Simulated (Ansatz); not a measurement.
CsPbBr3:
```
CELL_PARAMETERS angstrom
      5.86640     0.00000     0.00000
      0.00000     5.86640     0.00000
      0.00000     0.00000     5.86640
ATOMIC_POSITIONS crystal
  Cs 0.00000 0.00000 0.00000
  Pb 0.50000 0.50000 0.50000
  Br 0.00000 0.50000 0.50000
  Br 0.50000 0.50000 0.00000
  Br 0.50000 0.00000 0.50000
```

Relaxed with PBEsol. Special points in fractions of this cell's reciprocal vectors: Γ (0.000, 0.000, 0.000); X (0.000, 0.500, 0.000); M (0.500, 0.500, 0.000); R (0.500, 0.500, 0.500).

Problem. List the band energies nearest the valence-band maximum at these points for DFT-PBEsol with spin–orbit coupling in the program Ansatz with PAW potentials.

Solution. In eV from the valence-band maximum; about four levels below and three above (degenerate sets whole), none deeper than 8.9 eV; points with the same levels are listed once.

```
k                              below                          above
-  ---------------------------------  -----------------------------
Γ            -1.97 -1.97 -1.97 -1.97  2.80 2.80 3.93 3.93 3.93 3.93
X            -2.12 -2.12 -1.46 -1.46            2.14 2.14 4.26 4.26
M            -1.77 -1.77 -0.72 -0.72            1.16 1.16 2.44 2.44
R  -1.66 -1.66 -1.66 -1.66 0.00 0.00  0.20 0.20 1.81 1.81 1.81 1.81
```

Space group Pm-3m (cubic perovskite). This is a known high-temperature phase of the composition, computed here at zero pressure and temperature. The PBEsol relaxation kept the symmetry of its start; its stability against distortions is not shown here.

Potentials: the later of the program's two PAW sets.
